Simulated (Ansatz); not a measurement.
An Ansatz (a first-principles code) run. Input:

Ansatz 0.2 input:
```yaml
crystal:
  lattice:
    - [5.4681472766, 0.0, 0.0]
    - [0.0, 5.4681472766, 0.0]
    - [0.0, 0.0, 3.1825106335]
  atoms:
    - { symbol: Ga, position: [0.3208622913, 0.6791377087, 0.0] }
    - { symbol: Ga, position: [0.6791377087, 0.3208622913, 0.0] }
    - { symbol: Ga, position: [0.8208622913, 0.8208622913, 0.5] }
    - { symbol: Ga, position: [0.1791377087, 0.1791377087, 0.5] }
    - { symbol: N, position: [0.3171719049, 0.3171719049, 0.0] }
    - { symbol: N, position: [0.6828280951, 0.6828280951, 0.0] }
    - { symbol: N, position: [0.1828280951, 0.8171719049, 0.5] }
    - { symbol: N, position: [0.8171719049, 0.1828280951, 0.5] }
kpoints:
  mp_grid: { grid: [5, 5, 9] }
hamiltonian:
  xc: r2scan
  pseudopotentials: { kind: paw }
scf:
  occupations: { method: fixed }
checkpoint: { read: static.run }
output: { write_density: true, elf: true, volumetric_format: npy }
```

Output (shortened):

```
Pseudopotential: Ga, paw, valence charge 13
Pseudopotential: N, paw, valence charge 5
Functional definition: r2SCAN
Crystal: 8 atoms, lattice volume = 95.159 Å³
Basis set: ecut = 500 eV, 2395 PW (Γ), exchange–correlation on 160×160×96 points (64 copies of the dense FFT grid, shifted against one another)
Bands: 44, of which v1, the nominal top of the filled ones, is band 36 counted from 1 (35 counted from 0)
Symmetry: 16 space group operations
Space group: P42/mnm (ITA 136), of the structure as read, at distance tolerance 4.6e-5 Å
k-points: 30 of 225
Stability of the state it starts from, as read at its close in the unpolarized treatment …
iter 1 solved again at ethr=1.77e-8 eV; its pass at ethr=3.10e-3 eV (dr2=1.28e-5 eV) is discarded
SCF iter   1: F=—  HF=-16705.101960 eV  |F-HF|=—  |Δ(HF+E_count)|=         —  Δρ=2.20e-7  dr2=4.86e-11  dr2_τ=1.66e-12  ethr=1.77e-8  ⟨swp⟩=3.6  Hψ=7885  notcnv=0  defer=173
preconditioner: auto → Resta (q_TF=auto, 2.604 Å⁻¹)
SCF iter   2: F=-16705.101960 eV  HF=-16705.101960 eV  |F-HF|=1.82e-11  |Δ(HF+E_count)|=   1.69e-8  Δρ=1.84e-7  dr2=4.02e-11  dr2_τ=1.36e-12  ethr=1.00e-12  ⟨swp⟩=9.9  Hψ=5331  notcnv=0
SCF 1 converged in 2 iterations: F = -16705.101960 eV  dr2 = 4.02e-11
SCF converged after 2 iterations
Free energy (F): -16705.101960 eV
Harris-Foulkes:  -16705.101960 eV  (|F-HF|=1.82e-11)
Internal energy: -16705.101960 eV  (E = F + TS)
E sigma→0 (E₀):  -16705.101960 eV
Fermi energy:    8.788746 eV
--- Per-component energies (eV) ---
  E_band       = -105.619855
  E_kinetic    = 988.036392
  E_local      = -8154.878812  (includes V_loc(G=0)·N_el)
  E_nonlocal   = 1906.373552
  E_hartree    = 3753.816834
  E_xc         = -486.512481
  E_vxc        = -573.882812  (∫ρ·V_xc dr)
  E_paw        = -8549.857193  (= ΣΔE_a)
  E_vpaw       = -1810.369274  (= ΣTr[D̂ρ^β])
  E_aug_tail   = -0.000106  (compensation charges beyond the density's cutoff)
  E_vtau       = 31.467638  (kinetic-family band-sum trace: ∫τ·v_τ [+ j·A + Jᵃ·Aᵃ] dr)
  E_ewald      = -6159.349608
  E_core_change = -2.730538  (= ΣΔE_core)
  E_smearing   =  0.000000  (= −TS)
  E_closure    = 0.000000  (closes the sum)
  Σ components = -16705.101960   (vs F -16705.101960, Δ=0.00e0)
  [band-id]    e_kinetic+e_local+e_nonlocal+2·e_hartree+e_vxc+e_vpaw+e_augmentation_tail+e_vtau = -105.619754   (vs E_band -105.619855, Δ=1.01e-4)
--- Band table (eV; the first three rows and the last of 30) ---
  k-point 0: bands = ["-7.9324", "-7.0096", "-7.0096", "-6.8141", "-5.1048", "-5.0980", "-5.0429", "-5.0429", "-4.9665", "-4.9330", "-4.9330", "-4.8704", "-4.8311", "-4.8130", "-4.7804", "-4.7461", "-4.7009", "-4.7009", "-4.6940", "-4.6940", "-4.6668", …
  k-point 1: bands = ["-7.8437", "-6.9802", "-6.9802", "-6.8164", "-5.1165", "-5.0547", "-5.0242", "-5.0242", "-4.9584", "-4.9315", "-4.9315", "-4.8768", "-4.8364", "-4.7887", "-4.7867", "-4.7510", "-4.7194", "-4.7194", "-4.6830", "-4.6793", "-4.6793", …
  k-point 2: bands = ["-7.6097", "-6.9105", "-6.9105", "-6.8289", "-5.1074", "-4.9779", "-4.9779", "-4.9551", "-4.9356", "-4.9269", "-4.9269", "-4.8927", "-4.8353", "-4.8020", "-4.7655", "-4.7411", "-4.7411", "-4.7238", "-4.7116", "-4.6595", "-4.6595", …
  k-point 29: bands = ["-6.9531", "-6.9374", "-6.7927", "-6.7924", "-4.9474", "-4.9463", "-4.9422", "-4.9300", "-4.9019", "-4.8993", "-4.8854", "-4.8630", "-4.8380", "-4.8205", "-4.8122", "-4.8084", "-4.7124", "-4.7061", "-4.6220", "-4.6184", "-3.7915", …
```

Cost: roughly 11 core-seconds on shared cores.

Space group P4_2/mnm. The start of the workflow was typed in or built on a structure type; neither database checked (COD, Materials Project) lists it. It is not the phase usual at ambient conditions (space group No. 186, 216). The r²SCAN relaxation kept the symmetry of its start; its stability against distortions is not shown here. Spin–orbit coupling is left out wherever it is not named.

Potentials: the later of the program's two PAW sets.

Ansatz is a plane-wave DFT program.
